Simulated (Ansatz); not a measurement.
Total density of states per atom from PBE (plane waves, PAW; program Ansatz), in 0.25 eV bins, energy from the valence-band maximum:

```
E (eV) | states/eV/atom
    -7.85 |  0.00
    -7.60 |  0.00
    -7.35 |  0.00
    -7.10 |  0.00
    -6.85 |  0.00
    -6.60 | ############### 0.52
    -6.35 | ########## 0.36
    -6.10 | ######## 0.28
    -5.85 | ################## 0.62
    -5.60 | ######################## 0.83
    -5.35 | ################## 0.64
    -5.10 | ################# 0.60
    -4.85 | ################# 0.59
    -4.60 | ############### 0.53
    -4.35 | ######################## 0.84
    -4.10 | ########################## 0.90
    -3.85 | ######################## 0.86
    -3.60 | ########################## 0.91
    -3.35 | ####################### 0.83
    -3.10 | ############## 0.50
    -2.85 | ################ 0.57
    -2.60 | ################### 0.68
    -2.35 | #################### 0.70
    -2.10 | ################# 0.60
    -1.85 | ########### 0.40
    -1.60 | ############### 0.51
    -1.35 | ####################### 0.82
    -1.10 | ####################### 0.82
    -0.85 | ################### 0.66
    -0.60 | ##### 0.16
    -0.35 | ##### 0.19
    -0.10 | ### 0.09
     0.15 |  0.00
     0.40 |  0.00
     0.65 |  0.00
     0.90 |  0.00
     1.15 |  0.01
     1.40 | # 0.04
     1.65 | ## 0.06
     1.90 | ### 0.09
     2.15 | ##### 0.18
     2.40 | ########### 0.37
     2.65 | ########## 0.36
     2.90 | #################### 0.72
     3.15 | ############################ 1.00
     3.40 | ################ 0.56
     3.65 | ################### 0.68
     3.90 | ############################## 1.06
     4.15 | ###################### 0.79
     4.40 | ############ 0.41
     4.65 | ########### 0.37
     4.90 | ############ 0.43
     5.15 | ############# 0.45
     5.40 | ############# 0.47
     5.65 | ######### 0.33
```

Question: Pick the material that matches.
A) TaNO, Imma (Ta on 4e, N on 4e, O on 4e)
B) CoB3N3, P-62m (Pearson symbol hP14)
C) IrPtN2, R-3m (Ir on 3b, Pt on 3a, N on 6c)
D) CoPdN2, R-3m (Co on 3b, Pd on 3a, N on 6c)

Answer: A, TaNO, Imma (Ta on 4e, N on 4e, O on 4e). Top 1 eV of the valence band: N 2p 72 %, O 2p 17 %, Ta 5d 8 %. Bottom 1 eV of the conduction band: Ta 5d 83 %, N 2p 11 %. Projections are on Löwdin-orthogonalised atomic valence shells; empty p or d shells of many metals are not among them.

The start of the workflow was typed in or built on a structure type; neither database checked (COD, Materials Project) lists it. COD files the formula under space group No. 12, 14, 191. Whether it is the stable phase at ambient conditions was not checked. The PBE relaxation kept the symmetry of its start; whether a distortion lowers the energy is not shown. The run is not spin-polarised. The volume moved by 16 % from the start of the relaxation. Scalar-relativistic: spin–orbit coupling is off unless named, which matters more the heavier the elements.

Potentials: the earlier of the program's two PAW sets.
